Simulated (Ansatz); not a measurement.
Mg (hcp)

Computed with Ansatz (plane waves, PAW, 420 eV cutoff): PBE with spin–orbit coupling, two-component spinors, 16×16×8 k-mesh, Gaussian smearing of 0.05 eV. The datasets are Ansatz's generated set soft_2.

```
Mg
1.0
     3.20503    0.00000    0.00000
    -1.60251    2.77564    0.00000
     0.00000    0.00000    5.16015
Mg
2
Cartesian
  0.0000 1.8504 3.8701
  1.6025 0.9252 1.2900
```

Path: Γ–M–K–Γ–A–L–H–A | L–M | H–K, with Γ = (0.000, 0.000, 0.000), M = (0.500, 0.000, 0.000), K = (0.333, 0.333, 0.000), A = (0.000, 0.000, 0.500), L = (0.500, 0.000, 0.500), H = (0.333, 0.333, 0.500) in reciprocal vectors of the calculation's cell.

Bands as a text map, energy in eV from the Fermi level (dashes), each leg drawn with the same width:
```
  5.57 |         * * *        *          *             * 
  5.14 |  * *  **    *      **     *      **             
  4.71 |    *     *                     *       *       *
  4.29 |         **                     *               *
  3.86 |     *  **         *            *        **    * 
  3.43 |     ***** **          *    *             *    * 
  3.00 |     ****                                 *   *  
  2.57 |   * **     *                  *         **   *  
  2.14 |    *      *      *          *               *   
  1.71 |        *                     **        *  ***   
  1.29 |    *                   *                   *    
  0.86 |           **    *            *        *   *     
  0.43 |   *     *  *                *                   
  0.00 |---*---------*--------------***-------*----***---
 -0.43 |  * *     *     *        ****       **       ****
 -0.86 | **       *  **           **                    *
 -1.29 |**       *    **         *          **           
 -1.71 |*      **      *               *      **         
 -2.14 |     **                                 ***      
 -2.57 |                *       *                        
 -3.00 |           *                                     
 -3.43 |                 *              *                
 -3.86 |    *                  *                         
 -4.29 |                  *                              
 -4.71 |            *      *  *          *               
 -5.14 |   *                 *            *              
 -5.57 |                    *              *             
 -6.00 |  *          *     *                             
        Γ    M    K    Γ    A    L    H    AL     MH    K
```

(1) By these bands, is it a metal or an insulator, and if it has a gap, where are the band edges on this path?

Answer:

(1) A metal: bands cross the Fermi level.
